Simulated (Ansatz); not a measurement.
ScHg, DFT, PBEsol, all-electron PAW with datasets made for the crystal, scalar-relativistic (Ansatz 0.2.0), run on 1 thread of Arm Neoverse V2 on a shared host.

The cell is COD entry 1522352, as deposited and not checked against the literature; nothing was relaxed. The listed cell was then made from it by scaling, straining or moving an atom.

Command: `ansatz run input.yaml --threads 1 --pin off --max-ram 3072MiB --backend cpu --events-out ev --progress --plain --runs-dir out`

```yaml
crystal:
  lattice:
    - [3.4683611171, 0.0, 0.0]
    - [0.0, 3.4683611171, 0.0]
    - [0.0, 0.0, 3.4683611171]
  atoms:
    - { symbol: Sc, position: [0.5, 0.5, 0.5] }
    - { symbol: Hg, position: [0.0, 0.0, 0.0] }
kpoints:
  mp_grid: { grid: [12, 12, 12] }
scf:
  occupations: { method: fermi_dirac, width: 0.08 }
hamiltonian:
  xc: pbesol
  pseudopotentials: { kind: all_electron, datasets: crystal }
output:
  forces: true
  stress: true
  eigenvalues: true
  efg: { contact_densities: true }
```

**Question.** How large is the problem that the program sets up?

**Answer.** 84 irreducible k-points, 389 plane waves at Γ, 21 bands.

**Question.** About how long does it take, and how much memory does it use?

**Answer.** 12 s of wall time for 9 SCF iterations, with a peak of 0.52 GiB. Times on shared machines scatter by tens of per cent.

**Question.** And the same cell and mesh by PAW with the default files, asked for forces, stress, eigenvalues, efg, on the same hardware?

**Answer.** 5.1 s, peak memory 0.41 GiB.
